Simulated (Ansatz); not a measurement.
B$_{13}$C$_{2}$:
```
B13C2
1.0
    2.82381     1.63033     4.02898
   -2.82381     1.63033     4.02898
    0.00000    -3.26065     4.02898
B C
13 2
Direct
  0.50000   0.50000   0.50000
  0.80340   0.31858   0.80340
  0.19660   0.68142   0.19660
  0.80340   0.80340   0.31858
  0.19660   0.19660   0.68142
  0.31858   0.80340   0.80340
  0.68142   0.19660   0.19660
  0.00790   0.32351   0.00790
  0.99210   0.67649   0.99210
  0.00790   0.00790   0.32351
  0.99210   0.99210   0.67649
  0.32351   0.00790   0.00790
  0.67649   0.99210   0.99210
  0.61881   0.61881   0.61881
  0.38119   0.38119   0.38119
```

Relaxed with r²SCAN. Special points in fractions of this cell's reciprocal vectors: Γ (0.000, 0.000, 0.000); T (0.500, 0.500, 0.500); H2 (0.724, 0.276, 0.500); H0 (0.500, -0.276, 0.276); L (0.500, 0.000, 0.000); S0 (0.388, -0.388, 0.000); S2 (0.612, 0.000, 0.388); F (0.500, 0.000, 0.500).

Task: List the band energies nearest the Fermi level at these points for the program Ansatz at the r²SCAN level (PAW).

Result: In eV from the Fermi level; about four levels below and three above (degenerate sets whole), none deeper than 8.9 eV; points with the same levels are listed once.

```
k                     below                above
--  -----------------------  -------------------
Γ   -1.27 -1.18 -0.60 -0.60  0.35 0.35 6.05 6.05
T   -0.79 -0.51 -0.51 -0.02       4.02 4.02 4.86
H2  -1.17 -1.11 -0.68 -0.25       4.50 4.66 5.27
L   -1.86 -1.50 -1.15 -0.65       0.39 3.61 4.38
S0  -1.62 -1.34 -0.08 -0.05       4.33 4.37 5.19
F   -2.12 -1.76 -1.08 -0.11       0.38 4.21 4.96
```

Space group R-3m. The first step of the workflow began from a Materials Project structure, measured or hypothetical; the Crystallography Open Database copy checked does not list it. Its standing as an ambient phase is unchecked. The cell was relaxed with r²SCAN under the symmetry of its start; its stability against distortions is not shown here.

Potentials: the later of the program's two PAW sets.
